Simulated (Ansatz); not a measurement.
A geometry of Pb away from equilibrium: the start of the relaxation of a generated cell, Pb built in the trigonal-Te structure type. Calculation: r2SCAN (plane waves to 500 eV, PAW, scalar-relativistic; Ansatz, a program for electronic structure). Γ-centred k-mesh 8×8×5 on the run's cell (coarser than for final values), Fermi–Dirac smearing 0.05 eV.

```xyz
3
Lattice="4.7191 0.0000 0.0000 -2.3595 4.0868 0.0000 0.0000 0.0000 6.2705" Properties=species:S:1:pos:R:3 pbc="T T T"
Pb     1.2439     0.0000     2.0902
Pb    -0.6220     1.0773     4.1804
Pb     1.7376     3.0095     0.0000
```

Question: What forces act on the atoms (eV/Å)?

Answer: 
| atom | Fx | Fy | Fz |
|---|---|---|---|
| Pb1 | 0.78 | 0.00 | 0.00 |
| Pb2 | -0.39 | 0.68 | 0.00 |
| Pb3 | -0.39 | -0.68 | 0.00 |

Question: What is the pressure?

Answer: -2.4 GPa, compression positive.

Question: How far above the relaxed end point is this geometry?

Answer: 0.21 eV/atom; the path ends in R-3m (No. 166).

No spin polarisation in the result.

The run could not lose the symmetry of its start: the end is stationary, and may be a saddle point rather than a minimum.

The end of the path is a generated cell of Pb: the first start was made by placing the elements on the sites of a structure type, and the end was not matched to a known phase here, so it may be hypothetical. Known forms of Pb include space group No. 225.
